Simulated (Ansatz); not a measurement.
TiB$_{2}$ (AlB2 type, space group P6/mmm)

```
CELL_PARAMETERS angstrom
      3.02488     0.00000     0.00000
     -1.51244     2.61962     0.00000
      0.00000     0.00000     3.22383
ATOMIC_POSITIONS crystal
  Ti 0.00000 0.00000 0.00000
  B  0.33333 0.66667 0.50000
  B  0.66667 0.33333 0.50000
```

Scan: atom 3 (B, nearest neighbour B at 1.746 Å; its periodic images, 3.0 Å or more away, move with it) is displaced along Cartesian [110], direction (0.707, 0.707, 0.000) in Cartesian axes, by s. The other atoms stay.

Computed with r2SCAN (plane waves to 500 eV, PAW, scalar-relativistic; Ansatz, a quantum-chemistry and plane-wave program). k mesh 14×14×12 (Γ-centred), Fermi-Dirac smearing 0.05 eV. Energies are smeared free energies. Left out: 1 of 11 points, with atoms too close for the PAW data. With partly filled bands, energies and forces of such displacements shift with the k mesh and the smearing. The PAW data are Ansatz's earlier set. TiB2 is run without spin polarisation. TiB2 was relaxed with its symmetry unable to fall. The zero of ΔE is the undisplaced structure. The last digit holds for this mesh only.

```tsv
s (Å)	ΔE (meV/cell)
-0.520	withheld
-0.416	1495.6
-0.312	859.7
-0.208	391.8
-0.104	101.1
0.000	0.0
0.104	110.7
0.208	475.3
0.312	1164.9
0.416	2290.3
```

**Question.** Fit a polynomial form (powers 2, 3, 4) to the given rows and predict ΔE at s = -0.520.

**Answer.** Least squares on the 9 given rows: ΔE = (9710)·s² + (5434)·s³ + (7098)·s⁴, in meV/cell with s in Å; root-mean-square residual 7.38 meV/cell. At -0.520 the fit gives 2380.5 meV/cell; the calculation gives 2283.3 meV/cell, so the extrapolation is off by 97.2 (+4.3 %). The quadratic term alone would give 2625.6 meV/cell.

(A displaced cell: forces are minus the slopes of the energy, force constants its curvatures, and phonons follow from these.)
